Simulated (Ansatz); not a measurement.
AlN:
```yaml
crystal:
  lattice:
    - [3.08862, 0.00000, 0.00000]
    - [-1.54431, 2.67482, 0.00000]
    - [0.00000, 0.00000, 4.94319]
  atoms:
    - { symbol: Al, position: [0.66667, 0.33333, 0.49901] }
    - { symbol: Al, position: [0.33333, 0.66667, 0.99901] }
    - { symbol: N, position: [0.66667, 0.33333, 0.88099] }
    - { symbol: N, position: [0.33333, 0.66667, 0.38099] }
```

Relaxed with LDA.

**Question.** Give the optical modes at the zone centre with their infrared and Raman activity from DFPT, DFT-LDA in the program Ansatz with PAW potentials.

**Answer.** Transverse frequencies, without the LO–TO term; a row sums one degenerate level.

| ω (cm⁻¹) | degeneracy | IR ((D/Å)²/amu) | Raman (Å⁴/amu) | activity | symmetry |
|---|---|---|---|---|---|
| 240 | 2 | 0.00 | 0.12 | Raman | E2 |
| 554 | 1 | 0.00 | 0 | silent | B1 |
| 621 | 1 | 36.10 | 21 | IR+Raman | A1 |
| 668 | 2 | 0.00 | 19 | Raman | E2 |
| 679 | 2 | 63.80 | 9.9 | IR+Raman | E1 |
| 730 | 1 | 0.00 | 0 | silent | B1 |

**Question.** How high does the top mode go among those that the LO–TO term moves?

**Answer.** 916 cm⁻¹ for q along x, 916 cm⁻¹ for q along y, 891 cm⁻¹ for q along z.

Space group P6_3mc (wurtzite). The cell was relaxed with LDA under the symmetry of its start.

Potentials: the earlier of the program's two PAW sets. The files were generated under PBE; for other functionals the program regenerates the frozen cores, and for LDA and PBEsol the local potential too.
